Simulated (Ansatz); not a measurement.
**Zn5CdSe6 (P-4m2) at 2 levels of theory**

One geometry, relaxed with PBE; plane waves with PAW potentials in Ansatz, scalar-relativistic. No spin polarisation. Gaps are the least over mesh and band path; pressure is positive in compression.

```
Zn Cd Se
1.0
     4.09733    0.00000    0.00000
     0.00000    4.09733    0.00000
     0.00000    0.00000   17.51685
Zn Cd Se
5 1 6
Direct
  0.00000 0.00000 0.83835
  0.50000 0.50000 0.00000
  0.00000 0.00000 0.16165
  0.50000 0.50000 0.32339
  0.50000 0.50000 0.67661
  0.00000 0.00000 0.50000
  0.50000 0.00000 0.91918
  0.00000 0.50000 0.08082
  0.50000 0.00000 0.24248
  0.00000 0.50000 0.40365
  0.50000 0.00000 0.59635
  0.00000 0.50000 0.75752
```

| level | cutoff (eV) | k mesh | gap (eV) | pressure (GPa) |
| --- | --- | --- | --- | --- |
| PBE | 420 | 8×8×2 | 0.96 | 0.0 |

**Question.** What comes out on the same cell with r2SCAN?

**Answer.**
| level | cutoff (eV) | k mesh | gap (eV) | pressure (GPa) |
| --- | --- | --- | --- | --- |
| r2SCAN | 500 | 8×8×2 | 1.50 | -2.0 |

The cell was found from a structure generator's guess, not taken from experiment.
